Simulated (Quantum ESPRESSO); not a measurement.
AlCuMoNb3Ta2 in 6 site orders

Calculated results; nothing here was measured. They come from Quantum ESPRESSO 7.5, a public plane-wave density functional program. Each row is one single-point run on a made-up periodic cell of eight metal atoms, with elements, volume, strain and displacements drawn at random and not relaxed, so a cell may be unstable or far from any real phase. There is no spin polarisation or spin-orbit coupling.

Settings: PBE unless stated; PseudoDojo standard norm-conserving files; Fermi-Dirac width 0.25 eV, which means electrons at about 2900 K; cutoff 1252 eV; 8 x 5 x 3 k mesh shifted half a step off Gamma. E is the free energy of the whole cell (internal energy minus TS), so a -TS column is already part of it. Stress is positive in tension, and the pressure P is minus a third of its trace.

Checks: one run of this series was repeated at a higher cutoff and on a denser mesh, which moved values by no more than 0.010 eV, 0.10 GPa and 0.019 eV/Å, and a second program with other atomic files agreed on it to 2 % rms in force and 0.5 GPa in pressure. Known limits: the copper pseudopotential is less sure than most, with forces differing by about three percent and pressure by about two GPa from a second method on plain copper; heavy elements are run without spin-orbit coupling, which real alloys of them have; a spin test at this wide smearing found no moment, but such smearing suppresses magnetism that the real alloy may have.

The lattice is hexagonal close-packed, and the cell vectors in Å are (-2.827, 0.019, -0.006); (-0.009, 0.011, -4.602); (0.067, -10.021, 0.024), a volume of 130.35 Å³. The runs put one composition on the same eight displaced sites in different orders. E is counted from run 1, and the rms force is over all 24 components. Nothing is relaxed, so E mixes bonding between neighbours with strain on unrelaxed sites, and it is not an ordering energy.

| run | elements on sites 1 to 8 | E (eV) | -TS (eV) | rms force (eV/Å) | largest force (eV/Å) | P (GPa) |
|---|---|---|---|---|---|---|
| 1 | Al Nb Nb Cu Ta Nb Ta Mo | 0.000 | -1.742 | 0.733 | 1.98 | 13.33 |
| 2 | Mo Al Ta Nb Cu Nb Ta Nb | -0.403 | -1.681 | 0.640 | 1.94 | 11.73 |
| 3 | Nb Mo Nb Cu Nb Al Ta Ta | 0.458 | -1.773 | 0.693 | 1.95 | 14.39 |
| 4 | Ta Nb Ta Nb Mo Cu Nb Al | -0.343 | -1.814 | 0.604 | 1.81 | 12.60 |
| 5 | Nb Ta Nb Ta Cu Nb Al Mo | -0.428 | -1.799 | 0.626 | 1.93 | ? |
| 6 | Al Ta Nb Ta Cu Nb Nb Mo | -0.428 | -1.707 | 0.564 | 1.52 | 12.18 |

## Worked fit

A straight line through the runs shown gives P = 13.23 + 2.68 E GPa with E in eV, an error of 0.41 on the slope and a scatter of 0.31 GPa. At this fixed volume the orders of higher energy tend to have the higher pressure.

## Withheld value

Question: what pressure should run 5 give?

The fit gives 12.08 ± 0.36 GPa. The calculation gave 12.09 GPa.
